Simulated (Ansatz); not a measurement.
A crystal relaxed with r2SCAN in Ansatz 0.2.0 has space group I-42m (No. 121) and a = 6.540 Å, c = 13.039 Å.

```json
{"atom": "P", "site": "2a", "x": "0.0000", "y": "0.0000", "z": "0.0000"}
{"atom": "In", "site": "8i", "x": "0.2724", "y": "0.2724", "z": "0.3831"}
{"atom": "Xx", "site": "4d", "x": "0.5000", "y": "0.0000", "z": "0.2500"}
{"atom": "Xx", "site": "2b", "x": "0.5000", "y": "0.5000", "z": "0.0000"}
```

The r2SCAN gap is direct at Γ: 0.02 eV. (With 0.02 eV of smearing so small a gap leaves both edges partly filled, and it could close between the points sampled.) HSE06 gives a direct gap of 0.02 eV at Γ. (This is within a few times the smearing of 0.02 eV, so the filling near the edges can be smeared.) Meshes: r2SCAN 6×6×6, HSE06 4×4×4.

Problem. Which element is Xx?
A. Bi
B. N
C. Sb
D. As

Solution. A. Xx is Bi: In₄Bi₃P, ordered on the zincblende lattice (I-42m) with 8 atoms a cell. P is surrounded by 4 In at 2.60 Å; In is surrounded by 1 P at 2.60 Å and 3 Bi at 2.90–2.94 Å; Bi is surrounded by 4 In at 2.90 Å; Bi is surrounded by 4 In at 2.94 Å.

These are computed values for a spin-unpolarised cell that may be hypothetical; none is a measurement.

Spin-orbit coupling is left out; in compounds of Pb, Bi, Tl or Hg it can lower a gap by up to about 1 eV, split its edges or invert the bands.
